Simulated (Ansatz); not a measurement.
## Two states of GdPd2

```xyz
3
Lattice="2.2729 3.9368 0.0000 -2.2729 3.9368 0.0000 0.0000 0.0000 3.2626" Properties=species:S:1:pos:R:3 pbc="T T T"
Gd    0.0000    0.0000    0.0000
Pd   -0.0002    2.6246    1.6313
Pd   -0.0002    5.2489    1.6313
```

Level: r2SCAN; 500 eV; 6×6×7 Γ-centred mesh; fermi-dirac occupations (width 0.1 eV); Ansatz 0.2.0, fixed geometry.

State A: Gd1 up (collinear spin). State B: no moments (no spin polarisation).

Task: Which state is lower, and how do they differ?

Result: State A is lower by 2733.8 meV an atom at zero smearing; in free energy at this smearing B lies +2707.9 meV an atom from A.

| state | free energy (meV/atom) | largest moment in a small sphere (μB) | net moment (μB/cell) | gap on mesh (eV) | pressure (GPa) | largest force (eV/Å) |
| --- | --- | --- | --- | --- | --- | --- |
| A | 0.0 | 7.07 | 7.13 | metal | 2.3 | 0.00 |
| B | 2707.9 | 0.00 | 0.00 | metal | 2.8 | 0.02 |

Origin: a known structure type with other elements, at an estimated volume, so it need not be a known compound. Caveats: f shells without a U or exact exchange are poorly placed; open f shell without moments.
